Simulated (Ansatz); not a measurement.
CH3OH on a (101) slab of WC (P-6m2 (No. 187)), 8 planes, outer planes C (top) and W (bottom), 1 a cell of 44.0 Å², relaxed and still whole (its atoms last):

```yaml
crystal:
  lattice:
    - [5.80381, 0.00000, 0.00000]
    - [-2.90191, 7.57358, 0.00000]
    - [0.00000, 0.00000, 25.87556]
  atoms:
    - { symbol: W, position: [0.86011, 0.72022, 0.30917] }
    - { symbol: W, position: [0.86011, 0.22022, 0.30917] }
    - { symbol: W, position: [0.36011, 0.72022, 0.30917] }
    - { symbol: W, position: [0.36011, 0.22022, 0.30917] }
    - { symbol: C, position: [0.00346, 0.00692, 0.32128] }
    - { symbol: C, position: [0.00346, 0.50692, 0.32128] }
    - { symbol: C, position: [0.50346, 0.00692, 0.32128] }
    - { symbol: C, position: [0.50346, 0.50692, 0.32128] }
    - { symbol: W, position: [0.72022, 0.44044, 0.38182] }
    - { symbol: W, position: [0.72022, 0.94044, 0.38182] }
    - { symbol: W, position: [0.22022, 0.44044, 0.38182] }
    - { symbol: W, position: [0.22022, 0.94044, 0.38182] }
    - { symbol: C, position: [0.86357, 0.72714, 0.39393] }
    - { symbol: C, position: [0.86357, 0.22714, 0.39393] }
    - { symbol: C, position: [0.36357, 0.72714, 0.39393] }
    - { symbol: C, position: [0.36357, 0.22714, 0.39393] }
    - { symbol: W, position: [0.58045, 0.16037, 0.45546] }
    - { symbol: W, position: [0.58157, 0.66120, 0.45496] }
    - { symbol: W, position: [0.08052, 0.16047, 0.45544] }
    - { symbol: W, position: [0.07971, 0.66102, 0.45489] }
    - { symbol: C, position: [0.72276, 0.44527, 0.46600] }
    - { symbol: C, position: [0.72339, 0.94468, 0.46691] }
    - { symbol: C, position: [0.22293, 0.44533, 0.46593] }
    - { symbol: C, position: [0.22181, 0.94457, 0.46683] }
    - { symbol: W, position: [0.43554, 0.87314, 0.52637] }
    - { symbol: W, position: [0.44068, 0.37911, 0.52665] }
    - { symbol: W, position: [0.93650, 0.87482, 0.52798] }
    - { symbol: W, position: [0.93937, 0.37902, 0.52667] }
    - { symbol: C, position: [0.59175, 0.18246, 0.53822] }
    - { symbol: C, position: [0.58453, 0.67459, 0.53748] }
    - { symbol: C, position: [0.09497, 0.18816, 0.53795] }
    - { symbol: C, position: [0.08772, 0.67496, 0.53754] }
    - { symbol: C, position: [0.73598, 0.88946, 0.64496] }
    - { symbol: O, position: [0.95430, 0.93602, 0.61325] }
    - { symbol: H, position: [0.78888, 0.93740, 0.68450] }
    - { symbol: H, position: [0.64924, 0.74565, 0.64420] }
    - { symbol: H, position: [0.60634, 0.94886, 0.62936] }
    - { symbol: H, position: [0.01451, 0.06442, 0.60394] }
```

All numbers below come from DFT PBE+D3(BJ), scalar-relativistic, plane waves, PAW in Ansatz. Cutoff 420 eV; k points 4×3×1 on the computed 38-atom cell (Γ-centred); Gaussian smearing, width 0.10 eV; no spin polarisation. The cell repeats along c with a dipole correction in the vacuum.

It binds with 1.23 eV a molecule against the clean slab and the free molecule (no zero-point or thermal terms); its shortest contact is H–C 1.95 Å. Take first-order desorption with no barrier to adsorption, no reaction on the face and an assumed prefactor of 10^13 s⁻¹.

**Question.** How long does a molecule stay at 300 K?

**Answer.** τ = ν⁻¹·exp(E/k_BT) with k_BT = 0.0259 eV: E/k_BT = 47.6, so τ ≈ 5×10^7 s. It doesn't desorb at this temperature.

**Question.** Where does its peak lie in a desorption experiment heated at 5 K/s?

**Answer.** The peak obeys E/(k_B·T_p²) = (ν/β)·exp(−E/k_BT_p). Solving gives T_p ≈ 460 K (E/k_BT_p = 31.0). An error of 0.1 eV in E moves it by about 37 K, and larger molecules have larger prefactors, which lowers it.

**Question.** Is this physisorption or chemisorption?

**Answer.** The tightest contact, O–W 2.26 Å, is 0.99 times the sum of covalent radii, and deformation and lateral interaction add up to +0.09 eV. This is chemisorption.

The molecule may also break up before it leaves, which wasn't tried.

Spin polarisation was left out, and a magnetic state may lie lower.